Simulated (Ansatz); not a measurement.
## K2NaIrF6 single point

The input, for Ansatz 0.2.0 (plane waves, PAW):

```yaml
crystal:
  lattice:
    - [0.0, 4.20162425, 4.20162425]
    - [4.20162425, 0.0, 4.20162425]
    - [4.20162425, 4.20162425, 0.0]
  atoms:
    - { symbol: K, position: [0.25, 0.25, 0.25] }
    - { symbol: K, position: [0.75, 0.75, 0.75] }
    - { symbol: F, position: [0.762, 0.238, 0.238] }
    - { symbol: F, position: [0.238, 0.762, 0.238] }
    - { symbol: F, position: [0.238, 0.762, 0.762] }
    - { symbol: F, position: [0.762, 0.238, 0.762] }
    - { symbol: F, position: [0.238, 0.238, 0.762] }
    - { symbol: F, position: [0.762, 0.762, 0.238] }
    - { symbol: Ir, position: [0.0, 0.0, 0.0] }
    - { symbol: Na, position: [0.5, 0.5, 0.5] }
  symmetry: { tolerance: 0.0003 }
kpoints:
  mp_grid: { grid: [5, 5, 5], shift: [0, 0, 0] }
  band_path:
    path:
      - [0.0, 0.0, 0.0]
      - [0.5, 0.0, 0.5]
      - [0.625, 0.25, 0.625]
      - [0.375, 0.375, 0.75]
      - [0.0, 0.0, 0.0]
      - [0.5, 0.5, 0.5]
      - [0.5, 0.25, 0.75]
      - [0.5, 0.0, 0.5]
    npoints: 8
magnetization:
  spin_polarized: false
scf:
  occupations: { method: fermi_dirac }
  lower_state_search: "off"
  max_iter: 200
hamiltonian:
  pseudopotentials: { kind: paw }
  xc: r2scan
basis:
  ecutwfc: 500
  fft_grid_basis: typed
output:
  forces: true
  stress: true
  eigenvalues: true
  bader: true
  populations: true
  elf: true
  write_potential: true
  volumetric_format: npy
  dos:
    e_range: [-12, 8]
    de: 0.05
    projected: { site_lists: { F: [F], Ir: [Ir], K: [K], Na: [Na] } }
checkpoint:
  read: saved_state
```

The run starts from an earlier solution of this cell. 

Excerpt of what it printed:

```
SCF iter   1: F=-21388.7682 eV  Δρ=1.31e-3  dr2=3.67e-4  dr2_τ=1.07e-3
SCF iter   2: F=-21388.7685 eV  Δρ=6.83e-4  dr2=9.07e-5  dr2_τ=2.69e-4
SCF iter   3: F=-21388.7686 eV  Δρ=1.36e-4  dr2=1.56e-5  dr2_τ=4.60e-6
SCF iter   4: F=-21388.7687 eV  Δρ=3.53e-5  dr2=1.48e-6  dr2_τ=3.54e-7
SCF iter   5: F=-21388.7687 eV  Δρ=1.44e-5  dr2=1.54e-7  dr2_τ=1.15e-7
SCF iter   6: F=-21388.7687 eV  Δρ=2.96e-6  dr2=1.43e-8  dr2_τ=5.26e-9
Free energy (F): -21388.7687 eV
Harris-Foulkes:  -21388.7687 eV  (|F-HF|=6.18e-11)
Internal energy: -21388.7687 eV  (E = F + TS)
E sigma→0 (E₀):  -21388.7687 eV
Entropy (-TS):    0.0000 eV (-0.000 meV/atom)
Fermi energy:    7.3090 eV
--- Per-component energies (eV) ---
  E_band       = -1006.1527
  E_kinetic    = 2504.2653
  E_local      = -8344.8368  (includes V_loc(G=0)·N_el)
  E_nonlocal   = 654.2563
  E_hartree    = 3148.8642
  E_xc         = -1036.0893
  E_vxc        = -1457.7952  (∫ρ·V_xc dr)
  E_paw        = -12311.2629  (= ΣΔE_a)
  E_vpaw       = -758.4109  (= ΣTr[D̂ρ^β])
  E_aug_tail   = 0.0065  (compensation charges beyond the density's cutoff)
  E_vtau       = 98.6419  (kinetic-family band-sum trace: ∫τ·v_τ [+ j·A + Jᵃ·Aᵃ] dr)
  E_ewald      = -6003.0481
  E_core_change = -0.9239  (= ΣΔE_core)
  E_smearing   =  0.0000  (= −TS)
--- Stress (GPa, compression-positive) ---
        0.2081       0.0000       0.0000
        0.0000       0.2081       0.0000
        0.0000       0.0000       0.2081
  P = ⅓ Tr σ = 0.2081 GPa (2.081 kbar)
--- Löwdin populations: 10 sites ---
  site symbol       q [e]
     0      K      8.1550
     1      K      8.1550
     2      F      7.6142
     3      F      7.6142
     4      F      7.6142
     5      F      7.6142
     6      F      7.6142
     7      F      7.6142
     8     Ir     15.5566
     9     Na      8.1885
  spilling = 0.0030 (of n_electrons = 86.0000)
--- Bader charges: 10 sites ---
  site symbol  charge [e]  shift [e]
     0      K      0.9102     0.0000
     1      K      0.9102     0.0000
     2      F     -0.7384     0.0002
     3      F     -0.7384     0.0002
     4      F     -0.7384     0.0002
     5      F     -0.7384     0.0002
     6      F     -0.7384     0.0002
     7      F     -0.7384     0.0002
     8     Ir      1.7054     0.0004
     9     Na      0.9045     0.0006
```

Origin: a known structure type with other elements, at an estimated volume, so it need not be a known compound.
